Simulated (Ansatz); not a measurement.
CaTiO3 (cubic perovskite)

```xyz
5
Lattice="3.8410 0.0000 0.0000 0.0000 3.8410 0.0000 0.0000 0.0000 3.8410" Properties=species:S:1:pos:R:3 pbc="T T T"
Ca     0.0000     0.0000     0.0000
Ti     1.9205     1.9205     1.9205
O      0.0000     1.9205     1.9205
O      1.9205     1.9205     0.0000
O      1.9205     0.0000     1.9205
```

The slice is a {210} plane (indices of the conventional cell) through the point (0.500, 0.500, 0.500) (fractional), spanned by u = [100] and v = [021] in vectors of this cell: u (3.84 Å) and v (8.59 Å, at 90° to u). It covers one period; positions are fractions (u, v).

Method: PBEsol (plane waves to 420 eV, PAW, scalar-relativistic; Ansatz, a program for electronic structure). k mesh 9×9×9. Inside the PAW spheres the values are not all-electron values, and peaks at nuclei hang on which shells count as valence. CaTiO3 is run without spin polarisation. CaTiO3 was relaxed with its symmetry unable to fall. This is a high-temperature form of CaTiO3.

Three fields on this plane, each scaled to ten steps between its own extremes (0 low, 9 high; the total valence density on a logarithmic scale, the potential cut 8 eV below its top; x marks points blanked near nuclei; v = 0 in the bottom row):

Map A
```
|xxx00xxxxx00xx|
|xxx03xxxxx30xx|
|00016776776100|
|00357888887530|
|55778777778775|
|77887544457887|
|88875200025788|
|88863000003688|
|99862000002689|
|99851000001589|
|99863000003689|
|99875200025789|
|67887533357887|
|xxx887666788xx|
|xxx899888998xx|
|xxx799989997xx|
|xxx899888998xx|
|xxx887666788xx|
|67887533357887|
|99875200025789|
|99863000003689|
|99851000001589|
|99862000002689|
|88863000003688|
|88875200025788|
|77887544457887|
|55778777778775|
|00357888887530|
|00016776776100|
|xxx03xxxxx30xx|
|xxx00xxxxx00xx|
|xxx00xxxxx00xx|
```

Map B
```
|xxx25xxxxx52xx|
|xxx14xxxxx41xx|
|32002799972002|
|11101256521011|
|66420000000246|
|98730000000378|
|98720012100278|
|87510156510157|
|54200378730024|
|11000378730001|
|00000256520000|
|44300012100034|
|99840000000489|
|xxx820000028xx|
|xxx950000059xx|
|xxx951000159xx|
|xxx950000059xx|
|xxx820000028xx|
|99840000000489|
|44300012100034|
|00000256520000|
|11000378730001|
|54200378730024|
|87510156510157|
|98720012100278|
|98730000000378|
|66420000000246|
|11101256521011|
|32002799972002|
|xxx14xxxxx41xx|
|xxx25xxxxx52xx|
|xxx36xxxxx63xx|
```

Map C
```
|xxx98xxxxx89xx|
|xxx77xxxxx77xx|
|98655688865568|
|76543455543456|
|77543223223457|
|87642222222467|
|77643344433467|
|66533467643356|
|54333688863334|
|33223688863223|
|33223577753223|
|55432345432345|
|88643222223468|
|xxx642111246xx|
|xxx742000247xx|
|xxx852000258xx|
|xxx742000247xx|
|xxx642111246xx|
|88643222223468|
|55432345432345|
|33223577753223|
|33223688863223|
|54333688863334|
|66533467643356|
|77643344433467|
|87642222222467|
|77543223223457|
|76543455543456|
|98655688865568|
|xxx77xxxxx77xx|
|xxx98xxxxx89xx|
|xxx99xxxxx99xx|
```

Question: Assign the maps to these fields: electron localisation function (ELF); valence electron density; electrostatic potential energy of an electron, from the cell's mean.

Answer: A is the electrostatic potential energy of an electron, from the cell's mean; B is the electron localisation function (ELF); C is the valence electron density.
